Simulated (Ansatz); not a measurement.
# CdTe3: reading a single point

```
Cd Te
1.0
     6.07509    0.00000    0.00000
     0.00000    6.07509    0.00000
     0.00000    0.00000    6.07509
Cd Te
1 3
Direct
  0.00000 0.00000 0.00000
  0.50000 0.00000 0.50000
  0.00000 0.50000 0.50000
  0.50000 0.50000 0.00000
```

Level: r2SCAN, no spin polarisation; 500 eV; 4×4×4 Γ-centred mesh; fermi-dirac occupations (width 0.0145 eV); Ansatz 0.2.0, fixed geometry.

Forces: The forces vanish by the symmetry of the sites.
Charges: Bader charges in e: Cd +0.48, Te -0.16. In the mean Cd gives up most and Te takes most.
Electronic structure: It is a metal, with about 8.9 states/eV a cell as the mean within 0.25 eV of the Fermi level, mostly Te p (92 %).
Formation energy: 1.44 eV an atom against the elements' usual phases (free molecules for gases, crystals otherwise, with no correction for O₂ or N₂), so at this geometry it isn't bound against them. Relaxing would lower it.

Origin: a known structure type with other elements, at an estimated volume, so it need not be a known compound. Caveats: many states at the Fermi level without spin polarisation, so a magnetic state may lie lower.
